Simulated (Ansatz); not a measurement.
P (black phosphorus), relaxed with r²SCAN (Ansatz, a program for electronic structure, plane waves, PAW): a = 3.3004 Å, b = 11.0172 Å, c = 4.5566 Å, α = 90.00°, β = 90.00°, γ = 90.00°.

```
Quantity              Value
--------------------  -----
gap (eV)               0.25
B₀ by P(V) fit (GPa)   16.5
```

Q: The same phase is relaxed and computed with LDA in the same code. What are the cell and these values now?

A: a = 3.311 Å, b = 10.172 Å, c = 4.120 Å, α = β = γ = 90.00°.

gap (eV): none
B₀ by P(V) fit (GPa): 26.9

Weakly bound layers, chains or molecules computed without a dispersion correction, so cells and soft constants are ill determined: P, black phosphorus with r²SCAN; P, black phosphorus with LDA. All cells were relaxed under the symmetry of their starts (and spin orders); stability against distortions was not tested throughout.

Potentials: the later of the program's two PAW sets.

Ansatz is a plane-wave DFT program.
